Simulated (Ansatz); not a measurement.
# A plane-wave run on KYGeF4

input.yaml (Ansatz 0.2.0)

```yaml
crystal:
  lattice:
    - [5.964923, 0.0, 0.0]
    - [0.0, 6.158107, 0.0]
    - [-2.467452, 0.0, 7.493769]
  atoms:
    - { symbol: "Y", position: [0.26828, 0.29671, 0.44717] }
    - { symbol: "Y", position: [0.73172, 0.79671, 0.55283] }
    - { symbol: F, position: [0.4918, 0.0366, 0.7121] }
    - { symbol: F, position: [0.5082, 0.5366, 0.2879] }
    - { symbol: F, position: [0.5356, 0.5204, 0.7271] }
    - { symbol: F, position: [0.4644, 0.0204, 0.2729] }
    - { symbol: Ge, position: [0.2825, 0.7623, 0.6787] }
    - { symbol: Ge, position: [0.7175, 0.2623, 0.3213] }
    - { symbol: F, position: [0.9173, 0.26, 0.154] }
    - { symbol: F, position: [0.0827, 0.76, 0.846] }
    - { symbol: F, position: [0.07, 0.7017, 0.4205] }
    - { symbol: F, position: [0.93, 0.2017, 0.5795] }
    - { symbol: K, position: [0.7537, 0.7864, 0.0623] }
    - { symbol: K, position: [0.2463, 0.2864, 0.9377] }
  symmetry: { tolerance: 0.0003 }
kpoints:
  mp_grid: { grid: [6, 5, 4], shift: [0, 0, 0] }
  band_path:
    path:
      - [0.0, 0.0, 0.0]
      - [0.0, 0.5, 0.0]
      - [0.0, 0.5, 0.5]
      - [0.0, 0.0, 0.5]
      - [0.0, 0.0, 0.0]
      - [-0.5, 0.0, 0.5]
      - [-0.5, 0.5, 0.5]
      - [0.0, 0.5, 0.0]
      - [-0.5, 0.5, 0.0]
    npoints: 6
magnetization:
  spin_polarized: false
scf:
  occupations: { method: fermi_dirac }
  lower_state_search: "off"
  max_iter: 200
hamiltonian:
  pseudopotentials: { kind: paw }
  xc: r2scan
basis:
  ecutwfc: 500
  fft_grid_basis: typed
output:
  forces: true
  stress: true
  eigenvalues: true
  bader: true
  populations: true
  elf: true
  write_potential: true
  volumetric_format: npy
  dos:
    e_range: [-12, 8]
    de: 0.05
    projected: { site_lists: { F: [F], Ge: [Ge], K: [K], "Y": ["Y"] } }
checkpoint:
  read: saved_state
```

The saved state is an earlier solution for the same cell, perhaps on another mesh. 

Parts of the output:

```
Pseudopotentials: kind: paw
Pseudopotential: Y, paw, valence charge 11, recommended cutoff 500 eV (meta_gga), Y.paw.azcp
Pseudopotential: F, paw, valence charge 7, recommended cutoff 500 eV (meta_gga), F.paw.azcp
Pseudopotential: Ge, paw, valence charge 14, recommended cutoff 500 eV (meta_gga), Ge.paw.azcp
Pseudopotential: K, paw, valence charge 9, recommended cutoff 500 eV (meta_gga), K.paw.azcp
Functional definition: r2SCAN
  exchange = r2scan_x(k0 = k0, k1 = k1, a1 = a1)
  correlation = r2scan_c
Crystal: 14 atoms, lattice volume = 275.266 Å³
Basis set: ecut = 500 eV, 7003 PW (Γ), exchange–correlation on 180×180×240 points (64 copies of the dense FFT grid, shifted against one another)
Bands: 76, of which v1, the nominal top of the filled ones, is band 62 counted from 1 (61 counted from 0)
Symmetry: 2 space group operations
Space group: P21 (ITA 4), of the structure as read, at distance tolerance 2.0e-3 Å
k-points: 42 of 120 (time reversal used)
Initial density: read from a saved state, or passed on in memory by an earlier SCF of this step, an earlier step, the calling program or the single point that the run made first
Functional: x = r2scan, c = r2scan; τ floored in thin density (d = 2e-4 eV/Å³)
SCF iter   1: F=-25894.5047 eV  Δρ=1.78e-3  dr2=1.40e-3  dr2_τ=8.56e-4
SCF iter   2: F=-25894.5061 eV  Δρ=2.43e-4  dr2=2.30e-4  dr2_τ=1.65e-5
SCF iter   3: F=-25894.5061 eV  Δρ=1.35e-4  dr2=5.52e-5  dr2_τ=2.62e-6
SCF iter   4: F=-25894.5060 eV  Δρ=5.89e-5  dr2=9.65e-6  dr2_τ=6.56e-7
SCF iter   5: F=-25894.5060 eV  Δρ=2.97e-5  dr2=3.07e-6  dr2_τ=2.85e-7
SCF iter   6: F=-25894.5060 eV  Δρ=9.66e-6  dr2=4.63e-7  dr2_τ=1.53e-8
SCF iter   7: F=-25894.5060 eV  Δρ=4.48e-6  dr2=1.20e-7  dr2_τ=2.79e-9
SCF iter   8: F=-25894.5060 eV  Δρ=1.80e-6  dr2=1.72e-8  dr2_τ=5.68e-10
Free energy (F): -25894.5060 eV
Harris-Foulkes:  -25894.5060 eV  (|F-HF|=8.77e-9)
Internal energy: -25894.2438 eV  (E = F + TS)
E sigma→0 (E₀):  -25894.3749 eV
Entropy (-TS):   -0.2623 eV (-18.734 meV/atom)
Fermi energy:    7.4195 eV
--- Per-component energies (eV) ---
  E_band       = -1286.6150
  E_kinetic    = 2998.8217
  E_local      = -14077.3413  (includes V_loc(G=0)·N_el)
  E_nonlocal   = 1536.4470
  E_hartree    = 5671.6252
  E_xc         = -1374.9536
  E_vxc        = -1883.4707  (∫ρ·V_xc dr)
  E_paw        = -12936.5214  (= ΣΔE_a)
  E_vpaw       = -1329.4361  (= ΣTr[D̂ρ^β])
  E_aug_tail   = 0.0083  (compensation charges beyond the density's cutoff)
  E_vtau       = 125.1028  (kinetic-family band-sum trace: ∫τ·v_τ [+ j·A + Jᵃ·Aᵃ] dr)
  E_ewald      = -7709.2067
  E_core_change = -3.1229  (= ΣΔE_core)
  E_smearing   = -0.2623  (= −TS)
--- Forces (eV/Å), atoms counted from 1 ---
  atom   1  Y     -0.0562     0.3337     0.0082
  atom   2  Y      0.0562     0.3337    -0.0082
  atom   3  F      1.0296     1.2278     0.0910
  atom   4  F     -1.0296     1.2278    -0.0910
  atom   5  F      1.3368    -1.0517    -0.1522
  atom   6  F     -1.3368    -1.0517     0.1522
  atom   7  Ge    -0.3052     0.4996    -1.1024
  atom   8  Ge     0.3052     0.4996     1.1024
  atom   9  F      2.2123     0.1038    -0.8142
  atom  10  F     -2.2123     0.1038     0.8142
  atom  11  F     -0.9408    -1.0586    -1.5846
  atom  12  F      0.9408    -1.0586     1.5846
  atom  13  K      0.3057    -0.0546     0.1850
  atom  14  K     -0.3057    -0.0546    -0.1850
--- Stress (GPa, compression-positive) ---
       -0.6482       0.0000      -1.0551
        0.0000      -0.7589       0.0000
       -1.0551       0.0000       0.9187
  P = ⅓ Tr σ = -0.1628 GPa (-1.628 kbar)
```

Origin: a known structure type with other elements, at an estimated volume, so it need not be a known compound. Caveats: many states at the Fermi level without spin polarisation, so a magnetic state may lie lower; atoms or cell far from equilibrium.
